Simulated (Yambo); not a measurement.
Yambo run on MgPdF₆ (space group R-3, No. 148). The wavefunctions come from this Quantum ESPRESSO step (LDA, PseudoDojo standard norm-conserving files, scalar-relativistic):

```
&CONTROL
  calculation = 'nscf'
  pseudo_dir = './pseudo'
  outdir = './out'
/
&SYSTEM
  ibrav = 0
  nat = 8
  ntyp = 3
  ecutwfc = 84.0
  ecutrho = 336.0
  occupations = 'fixed'
  force_symmorphic = .true.
  nbnd = 121
/
&ELECTRONS
  conv_thr = 8e-09
  diago_full_acc = .true.
  diago_thr_init = 1e-08
/
ATOMIC_SPECIES
F 18.9984 F.upf
Mg 24.3050 Mg.upf
Pd 106.4200 Pd.upf
CELL_PARAMETERS angstrom
  2.465649984000   1.423543682000   4.509990000000
 -2.465649984000   1.423543682000   4.509990000000
  0.000000000000  -2.847087364000   4.509990000000
ATOMIC_POSITIONS crystal
F   0.899670000000   0.610947000000   0.242590000000
F   0.100330000000   0.389053000000   0.757410000000
F   0.242590000000   0.899670000000   0.610947000000
F   0.757410000000   0.100330000000   0.389053000000
F   0.610947000000   0.242590000000   0.899670000000
F   0.389053000000   0.757410000000   0.100330000000
Mg   0.500000000000   0.500000000000   0.500000000000
Pd   0.000000000000   0.000000000000   0.000000000000
K_POINTS automatic
4 4 4 0 0 0
```

Yambo input:

```
rim_cut
gw0
dyson
el_el_corr
HF_and_locXC
ppa
em1d
RandQpts= 1000000
RandGvec= 1 Ry
EXXRLvcs= 84 Ry
VXCRLvcs= 336 Ry
Chimod= "HARTREE"
% BndsRnXp
 6 | 120 |
%
NGsBlkXp= 6 Ry
% LongDrXp
 1.0 | 1.0 | 1.0 |
%
PPAPntXp= 27.2114 eV
% GbndRnge
 1 | 120 |
%
GTermKind= "BG"
DysSolver= "n"
ExtendOut
% QPkrange
 1 | 1 | 35 | 36 |
 7 | 7 | 35 | 36 |
%
```

k points by index: 1 = Γ, 7 = F.

Table of the .qp output:

```
#    K-point    Band    Eo [eV]    E [eV]    E-Eo [eV]    Vxc [eV]    Vnlxc [eV]    Sc|Eo [eV]    Sc|E [eV]    dSc/dw|Eo [eV]    Re(Z)    Im(Z)
#
    1    35    -0.479461    -1.924868    -1.445408    -23.91350    -31.30726    5.561119    5.948348    -7.289099    0.788722    -0.001425
    1    36    2.078317    3.829454    1.751137    -25.02285    -20.41580    -2.403448    -2.855911    -7.030526    0.794678    -0.001433
    7    35    0.000000    -1.491922    -1.491922    -24.30537    -31.88432    5.685906    6.087026    -7.315223    0.788126    -0.001377
    7    36    1.833789    3.481474    1.647685    -24.60256    -20.30303    -2.233568    -2.651842    -6.907391    0.797546    -0.001344
```
(The two width columns are left out.) Convergence of these settings isn't established.

Spin-orbit coupling is not included.

Geometry of the Materials Project entry, not relaxed at this level.
